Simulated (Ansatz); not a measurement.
HfO2 in space group P2_1/c (No. 14; Hf on 4e, O on 4e, O on 4e), plane-wave PAW PBE (Ansatz code), all energies at zero smearing, with the estimated change up to a 700 eV cutoff added, with one set of potentials and settings (totals compare only within such a set). Cell of 12 atoms (4 Hf, 8 O): -67446.782 eV.

```
element                            reference phase  E (eV/atom)
-------  -----------------------------------------  -----------
Hf                   P6_3/mmc, 2 atoms in the cell  -15721.3637
O        C2/m, 4 atoms in the cell, spin-polarised    -565.0000
```

Formation energy per atom, worked out: (-67446.782 − 4×(-15721.3637) − 8×(-565.0000))/12 = -3.444 eV/atom (-332 kJ per mol of atoms), at 0 K, without zero-point energy or fitted corrections.

The cell was relaxed with PBE under the symmetry of its start. The run is not spin-polarised. The references are the lowest solids computed at this level, not always the standard phases (solids in place of the gases). Spin–orbit coupling is left out wherever it is not named.

Potentials: the later of the program's two PAW sets.
